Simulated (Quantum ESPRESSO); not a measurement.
**Quadrupole interaction in SnSe2**

```
CELL_PARAMETERS angstrom
      3.84190     0.00000     0.00000
     -1.92095     3.32718     0.00000
      0.00000     0.00000     6.48588
ATOMIC_POSITIONS crystal
  Sn 0.00000 0.00000 0.00000
  Se 0.66667 0.33333 0.75710
  Se 0.33333 0.66667 0.24290
```
The geometry is a computed Materials Project entry, not a measured one. It is SnSe2 in P-3m1; whether this form has been observed was not checked. Stability against distortions was not tested. Forces on the atoms reach 0.24 eV/Å at this level. The layers lie 3.3 Å apart; this gap hangs on dispersion, and neither it nor the stacking was checked against the measured crystal.

Computed: field gradients by PBE PAW (JTH datasets; density from pw.x of a modified build of Quantum ESPRESSO, gradients reconstructed from it by a script), 20 Ha, k-mesh 7×7×4 through Γ.

```
site             site symmetry  Vzz (10²¹ V/m²)   η_Q  ∣C_Q∣ (MHz)
---------------  -------------  ---------------  ----  -----------
Sn (atom 1)                -3m        under 0.2     –            –
Se (atoms 2, 3)             3m            -7.64  0.00            –
```

Principal values are ordered |Vxx| ≤ |Vyy| ≤ |Vzz|, η = (Vxx − Vyy)/Vzz, and C_Q = eQVzz/h is given by its size. Cores are frozen. Se had no test against all-electron runs.
